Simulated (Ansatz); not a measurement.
**Conduction electrons in LiPb (Pm-3m)**

```
CELL_PARAMETERS angstrom
3.45786 0.00000 0.00000
0.00000 3.45786 0.00000
0.00000 0.00000 3.45786
ATOMIC_POSITIONS crystal
Li 0.50000 0.50000 0.50000
Pb 0.00000 0.00000 0.00000
```

Computed, not measured; unless marked otherwise by LDA, all-electron LAPW in Ansatz 0.2.0, scalar-relativistic. k mesh 10×10×10, fine mesh 16×16×16, Fermi-Dirac smearing of 0.100 eV, basis error target 1 meV/atom. The cell was relaxed by PAW under this functional, which moved its volume by -5 % from the database entry's.

Levels and slopes are solved on a 16×16×16 mesh, and each state is taken as quadratic over its cell.

(1) What is the density of states at the Fermi level, and which bare Sommerfeld coefficient follows?

(2) What Drude plasma energy and σ/τ do the band velocities give?

(3) Which bands cross the Fermi level, and what do they carry?

(4) Map the plane k₃ = 1/2 of the mesh: how many bands lie under the Fermi level at each point, counted from the least on the plane?

(5) On PAW files the program sums the optical response inside the mesh cells, interband lines and its own Drude term. Where does ε₁ rise through zero (a sharp plasmon if ε₂ is small there), and how much light is reflected?

(6) What does PAW give for the same cell?

Results:

(1) N(E_F) = 0.323 states/eV/atom (both spins), so γ = (π²/3) k_B² N(E_F) = 0.762 mJ/(mol-atom K²) without electron-phonon or spin-fluctuation enhancement.

(2) (ħω_p,α)² = (e²/ε₀VN_k) Σ_nkσ (∂E/∂k_α)² δ(E − E_F) gives ħω_p = (8.90, 8.90, 8.90) eV along x, y, z, and σ/τ = ε₀ω_p² = 16.2×10²⁰ Ω⁻¹m⁻¹s⁻¹ along x. Weighted by the density of states, the mean Fermi speed is 1.34×10⁶ m/s; the surface has an area of 17.1 Å⁻² for each spin direction.

(3) 

| band | filled part | N (states/eV/cell) | speed (10⁶ m/s) | 5th to 95th percentile | area (Å⁻²) | filling |
| --- | --- | --- | --- | --- | --- | --- |
| 1 | 0.95 | 0.106 | 1.34 | 0.97 to 1.70 | 2.81 | nearly full |
| 2 | 0.51 | 0.408 | 1.43 | 0.61 to 1.83 | 11.5 | partly filled |
| 3 | 0.04 | 0.133 | 1.06 | 0.54 to 1.54 | 2.77 | nearly empty |

(4) k₁ runs to the right and k₂ upwards, each from −½ to ½ with 0 in the middle (the axes needn't be at right angles):
```
2211111111111112
1121111111111121
1111111111111111
1111000000000111
1111000000000111
1111000000000111
1111000000000111
1111000000000111
1111000000000111
1111000000000111
1111000000000111
1111000000000111
1111111111111111
1121111111111121
2211111111111112
2211111111111112
```

(5) 

```json
{"Fine mesh": "16, 16, 16", "Window top": "30 eV", "Line width": "0.1 eV", "Drude damping": "0.03 eV", "ε₁ rises through zero at x": "12.38 eV", "ε₂ there x": "0.35", "Plasma energy (x, y, z)": "9.518, 9.518, 9.518 eV", "Reflectivity at 1 eV, x-polarised": "0.9809", "Reflectivity at 2 eV, x-polarised": "0.9752", "Reflectivity at 3 eV, x-polarised": "0.8595"}
```

The plasma energy here is the program's own sum at the run's smearing; it differs from the value above by up to 7 %, through mesh and smearing.

(6) N(E_F) = 0.323 states/eV/atom and ħω_p,x = 8.90 eV.

Keep in mind: no spin-orbit coupling on heavy atoms; these sums move with the mesh, by several per cent and more for small sheets; frozen-core PAW files fitted under PBE, their cores solved anew for the functional of the run.
